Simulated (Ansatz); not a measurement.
PtS2 (CdI2 type)

```
PtS2
1.0
    3.55931     0.00000     0.00000
   -1.77966     3.08245     0.00000
    0.00000     0.00000     4.38472
Pt S
1 2
Direct
  0.00000   0.00000   0.00000
  0.66667   0.33333   0.27118
  0.33333   0.66667   0.72882
```

The slice is a (-1 1 0 2) plane (indices of the conventional cell) through the point (0.000, 0.000, 0.000) (fractional), spanned by u = [110] and v = [1 -1 1] in vectors of this cell: u (3.56 Å) and v (7.57 Å, at 90° to u). It covers one period; positions are fractions (u, v).

Method: PBEsol-D3(BJ) (plane waves to 420 eV, PAW, scalar-relativistic; Ansatz, a program for electronic structure). k mesh 15×15×11. Inside the PAW spheres the values are not all-electron values, and peaks at nuclei hang on which shells count as valence. PtS2 is run without spin polarisation. PtS2 was relaxed with its symmetry unable to fall. Spin-orbit coupling is left out, though Pt is heavy.

Q: Predict the map of the valence electron density on the slice.

A: 
| v \ u | 0.00 | 0.13 | 0.27 | 0.40 | 0.53 | 0.67 | 0.80 | 0.93 |
|---|---|---|---|---|---|---|---|---|
| 0.88 | 0.0 | -0.2 | -0.2 | 0.0 | 0.0 | -0.1 | -0.2 | 0.0 |
| 0.75 | -1.1 | -0.9 | -0.3 | 0.0 | 0.1 | -0.1 | -0.6 | -1.1 |
| 0.62 | -1.0 | -1.1 | -1.0 | -0.8 | -0.8 | -0.9 | -1.1 | -1.0 |
| 0.50 | -0.7 | -0.8 | -1.1 | -1.4 | -1.4 | -1.3 | -1.0 | -0.7 |
| 0.38 | -1.0 | -1.1 | -1.0 | -0.8 | -0.8 | -0.9 | -1.1 | -1.0 |
| 0.25 | -1.1 | -0.9 | -0.3 | 0.0 | 0.1 | -0.1 | -0.6 | -1.1 |
| 0.12 | 0.0 | -0.2 | -0.2 | 0.0 | 0.0 | -0.1 | -0.2 | 0.0 |
| 0.00 | 1.1 | 0.9 | 0.0 | -0.6 | -0.7 | -0.4 | 0.5 | 1.0 |

Values: log₁₀ of the valence density in e/Å³. The scale is logarithmic, as a density can span decades between atoms and voids.
